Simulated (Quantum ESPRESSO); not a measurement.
pw.x input (Quantum ESPRESSO 7.5; PBEsol, PseudoDojo standard norm-conserving files, fully relativistic):

```
&CONTROL
  calculation = 'scf'
  pseudo_dir = './pseudo'
  outdir = './out'
  tprnfor = .true.
  tstress = .true.
/
&SYSTEM
  ibrav = 0
  nat = 4
  ntyp = 3
  ecutwfc = 80.0
  ecutrho = 320.0
  occupations = 'smearing'
  smearing = 'fd'
  degauss = 0.002
  nbnd = 31
  noncolin = .true.
  lspinorb = .true.
/
&ELECTRONS
  conv_thr = 4e-10
/
ATOMIC_SPECIES
Al 26.9815 Al.upf
P 30.9738 P.upf
Ga 69.7230 Ga.upf
CELL_PARAMETERS angstrom
  3.860732270000   0.000000000000   0.000000000000
  0.000000000000   3.860732270000   0.000000000000
  0.000000000000   0.000000000000   5.446689669000
ATOMIC_POSITIONS crystal
Al   0.500000000000   0.500000000000   0.500000000000
P   0.000000000000   0.500000000000   0.249870571400
P   0.500000000000   0.000000000000   0.750129428600
Ga   0.000000000000   0.000000000000   0.000000000000
K_POINTS automatic
8 8 6 0 0 0
```

End of the output:

```

[...]
     the Fermi energy is     7.0339 ev
!    total energy              =    -185.14328304 Ry
     estimated scf accuracy    <          2.5E-11 Ry
     smearing contrib. (-TS)   =      -0.00000000 Ry
     internal energy E=F+TS    =    -185.14328304 Ry
     The total energy is F=E-TS. E is the sum of the following terms:
     one-electron contribution =     -95.37923964 Ry
     hartree contribution      =      64.55399504 Ry
     xc contribution           =     -51.76489587 Ry
     ewald contribution        =    -102.55314258 Ry
     convergence has been achieved in  11 iterations
     Forces acting on atoms (cartesian axes, Ry/au):
     atom    1 type  1   force =     0.00000000    0.00000000    0.00000000
     atom    2 type  2   force =     0.00000000    0.00000000   -0.00012024
     atom    3 type  2   force =     0.00000000    0.00000000    0.00012024
     atom    4 type  3   force =     0.00000000    0.00000000    0.00000000
     Total force =     0.000170     Total SCF correction =     0.000009
     Computing stress (Cartesian axis) and pressure
          total   stress  (Ry/bohr**3)                   (kbar)     P=        0.20
  -0.00000074   0.00000000   0.00000000           -0.11        0.00        0.00
   0.00000000  -0.00000074   0.00000000            0.00       -0.11        0.00
   0.00000000   0.00000000   0.00000564            0.00        0.00        0.83
```
In a gapped system the printed Fermi energy is only some level inside the gap.

Geometry relaxed with PBEsol.
